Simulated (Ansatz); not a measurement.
In PBE in the plane-wave PAW code Ansatz, CdSiN2 in the trigonal phase (R-3m; Cd on 3a, Si on 3b, N on 6c) relaxes to a = 2.921 Å, c = 16.626 Å. Si has 6 nearest neighbours from 1.95 Å (octahedral). Against the elements it lies at -0.057 eV/atom, with no fitted shifts.

It is gapped at this level: 0.97 eV (indirect). Gap from PBE with spin–orbit coupling: 0.97 eV. The electron mass is 0.13, 0.27, 0.27 mₑ (principal values). The hole mass is 0.33, 1.0, 1.5 mₑ (principal values).

An equation-of-state fit gives a bulk modulus of 194 GPa.

The start of the workflow was typed in or built on a structure type; neither database checked (COD, Materials Project) lists it. Whether it is the stable phase at ambient conditions was not checked. Symmetry was held in the PBE relaxation; its stability against distortions is not shown here. The references are the lowest solids computed at this level, not always the standard phases (solids in place of the gases). Scalar-relativistic: spin–orbit coupling is off unless named, which matters more the heavier the elements.

Potentials: the earlier of the program's two PAW sets.
